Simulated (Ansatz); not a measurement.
**InCuO: rattling a relaxed structure**

It was reached by relaxing an invented guess, and it needn't be the stable form of this composition.

Method: DFT PBE, scalar-relativistic, plane waves, PAW (Ansatz 0.2.0). Plane waves to 420 eV, a k mesh through Γ of 16×16×10 on the computed 3-atom cell and Gaussian smearing (0.10 eV); no spin polarisation.

The cell below (3 atoms, space group P4/mmm (No. 123)) is relaxed within its symmetry.

```cif
data_structure
_symmetry_space_group_name_H-M 'P 1'
_symmetry_Int_Tables_number 1
_cell_length_a 2.9553
_cell_length_b 2.9553
_cell_length_c 5.2707
_cell_angle_alpha 90.000
_cell_angle_beta 90.000
_cell_angle_gamma 90.000
_cell_volume 46.03
loop_
_atom_site_label
_atom_site_type_symbol
_atom_site_fract_x
_atom_site_fract_y
_atom_site_fract_z
_atom_site_occupancy
In1 In 0.00000 0.00000 0.00000 1
Cu1 Cu 0.50000 0.50000 0.50000 1
O1 O 0.00000 0.00000 0.50000 1
```

For the test a repeat of it with 6 atoms (edges 2.96, 5.27, 5.91 Å) was strained at random (σ = 1.5 % a component), the atoms were moved at random (σ = 0.10 Å), and all was relaxed again on a coarse 8×4×4 mesh (in the run’s order of axes) with 0.20 eV smearing, with no symmetry imposed.

No Hubbard U is applied to the 3d shell of Cu.

Problem. Does it come back?

Solution. It doesn't return. The energy falls by 256 meV/atom on that mesh, the volume changes by 15.7 %, and the end has space group Pmma (No. 51) at a loose tolerance. Relaxed again on a 6×10×8 mesh with 0.10 eV smearing, the new structure lies 251 meV/atom below the first (mesh in the axes of the run's cell; the cell below is made exact in the group named). Space group Pmma (No. 51), orthorhombic, a = 6.189 Å, b = 3.613 Å, c = 4.800 Å. Around In lie 2 O at 2.30 Å and 2 In at 3.10 Å; Cu has 2 O at 1.85 Å; around O lie 2 Cu at 1.85 Å and 2 In at 2.30 Å.

```
CELL_PARAMETERS angstrom
6.18901 0.00000 0.00000
0.00000 3.61325 0.00000
0.00000 0.00000 4.79970
ATOMIC_POSITIONS crystal
In 0.25000 0.00000 0.00779
In 0.75000 0.00000 0.99221
Cu 0.50000 0.50000 0.50000
Cu 0.00000 0.50000 0.50000
O 0.25000 0.50000 0.71107
O 0.75000 0.50000 0.28893
```
